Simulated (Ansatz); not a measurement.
In plane-wave PAW r²SCAN (Ansatz code), GeMo₂N in the hexagonal phase (P6_3/mmc; Ge on 2d, Mo on 4f, N on 2a) relaxes to a = 2.952 Å, c = 13.552 Å. N has 6 nearest neighbours from 2.16 Å (octahedral). Against the elements it lies at -0.048 eV/atom, with no fitted shifts.

Electronic character: metallic (no gap). The magnetic state found is ferromagnetic. The net moment is 0.25 μB per atom.

Bader charges are Ge -0.37, Mo +0.92, N -1.47 e.

The start of the workflow was typed in or built on a structure type; neither database checked (COD, Materials Project) lists it. Its standing as an ambient phase is unchecked. The cell was relaxed with r²SCAN under the symmetry of its start; its stability against distortions is not shown here. The final state is ferromagnetic, the only order run, not a proven ground state. Other orbital occupations within this spin state were not tried. No Hubbard U is applied. The references are the lowest solids computed at this level, not always the standard phases (solids in place of the gases). Spin–orbit coupling is left out wherever it is not named.

Potentials: the earlier of the program's two PAW sets. The files were generated under PBE; for other functionals the program regenerates the frozen cores, and for LDA and PBEsol the local potential too.
